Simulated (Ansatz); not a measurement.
In DFT-r²SCAN in the program Ansatz with PAW potentials, AlSi₃C₃N in the trigonal phase (P3m1; Pearson symbol hP8) relaxes to a = 3.107 Å, c = 10.055 Å. Si on 1c has 4 nearest neighbours from 1.84 Å (tetrahedral); C on 1c has 4 nearest neighbours from 1.84 Å (tetrahedral). Against the elements it lies at -0.30 eV/atom, with no fitted shifts.

Electronic character: metallic (no gap).

Bader charges are Al +2.42, N -2.38, Si +2.84 to +2.96, C -3.00 to -2.84 e.

The start of the workflow was typed in or built on a structure type; neither database checked (COD, Materials Project) lists it. Whether it is the stable phase at ambient conditions was not checked. Symmetry was held in the r²SCAN relaxation; its stability against distortions is not shown here. The references are the lowest solids computed at this level, not always the standard phases (solids in place of the gases).

Potentials: the earlier of the program's two PAW sets.
